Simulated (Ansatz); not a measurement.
Relaxed AlFe (CsCl type):

```xyz
2
Lattice="2.8454 0.0000 0.0000 0.0000 2.8454 0.0000 0.0000 0.0000 2.8454" Properties=species:S:1:pos:R:3 pbc="T T T"
Al     0.0000     0.0000     0.0000
Fe     1.4227     1.4227     1.4227
```

All values below come from PBEsol (plane waves to 420 eV, PAW, scalar-relativistic; Ansatz, a first-principles code). k mesh 13×13×13 (Γ-centred), Fermi-Dirac smearing 0.05 eV. With partly filled bands, energies and forces of such displacements shift with the k mesh and the smearing. AlFe was relaxed with its symmetry unable to fall. Relaxed AlFe ends ferromagnetic. The magnetic order is the one the run started from; other orders were not tried.

One atom of the cell was then moved (with its periodic images), all else fixed, and the forces (eV/Å) came out as:

```tsv
atom	Fx	Fy	Fz
Al1	1.702	1.702	1.702
Fe2	-1.702	-1.702	-1.702
```

With two atoms only their relative shift counts; take Al1 as fixed.

**Question.** Which atom was moved, and by which vector (Å)?

**Answer.** Fe2, by (0.17, 0.17, 0.17), 0.30 Å in all.

(For displaced atoms, the force is minus the slope of the energy, and its curvature is a force constant, which sets phonon frequencies.)
